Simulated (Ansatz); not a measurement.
# How far is PAW off for HgPd?

```
Hg Pd
1.0
     3.04002    0.00000    0.00000
     0.00000    3.04002    0.00000
     0.00000    0.00000    3.70427
Hg Pd
1 1
Direct
  0.00000 0.00000 0.00000
  0.50000 0.50000 0.50000
```

Atom numbers follow the list: Hg1, Pd2.

The cell is COD entry 1537801, as deposited and not checked against the literature; nothing was relaxed. The listed cell was then made from it by scaling, straining or moving an atom.

Spin polarisation is left out, and whether a magnetic state lies lower isn't shown here.

Spin–orbit coupling is left out, though it moves levels of the heavy atoms by tenths of an eV or more.

All numbers are computed: DFT, PBEsol, PAW with Ansatz's default frozen-core files, scalar-relativistic (Ansatz 0.2.0); DFT, PBEsol, all-electron PAW with datasets made for the crystal, scalar-relativistic (Ansatz 0.2.0); DFT, PBEsol, all-electron LAPW, scalar-relativistic (Ansatz 0.2.0).

For PAW: a Γ-centred 11×11×9 k mesh, Fermi–Dirac smearing of 0.05 eV, cutoff 420 eV, no spin polarisation; the PAW files were made with PBE, and the program remakes their frozen cores for this functional. The crystal-made all-electron datasets (AE datasets) take a cutoff of 260 eV at this cell. LAPW targets a basis error of 0.5 meV/atom. The Ansatz runs share mesh, smearing and spin set-up. Plane-wave (PAW) pressures include the program's estimate of the Pulay term.

Stress and pressure are positive in compression.

The change that made this cell: volume scaled by 1.01.

Spin–orbit coupling is left out, which moves gradients at and beside heavy atoms by some per cent and at worst by a factor of two.

In a metal, gradients converge slowly with the k mesh: the values move by tens of per cent from one mesh to another, at times in sign, so only the comparison on one mesh counts.

```
                             quantity    PAW  AE datasets   LAPW
                       pressure (GPa)  -1.36        -1.38  -1.38
                      stress xx (GPa)  -1.60        -1.62  -1.63
                      stress zz (GPa)  -0.89        -0.90  -0.90
field gradient Vzz at Hg1 (10²¹ V/m²)  -9.25        -9.24      –
field gradient Vzz at Pd2 (10²¹ V/m²)      ?            ?      –
```

Problem. What belongs in the row "field gradient Vzz at Pd2 (10²¹ V/m²)", column "AE datasets"?

Solution. 2.30.

Problem. Fill in "PAW" for the row "field gradient Vzz at Pd2 (10²¹ V/m²)".

Solution. 2.35.
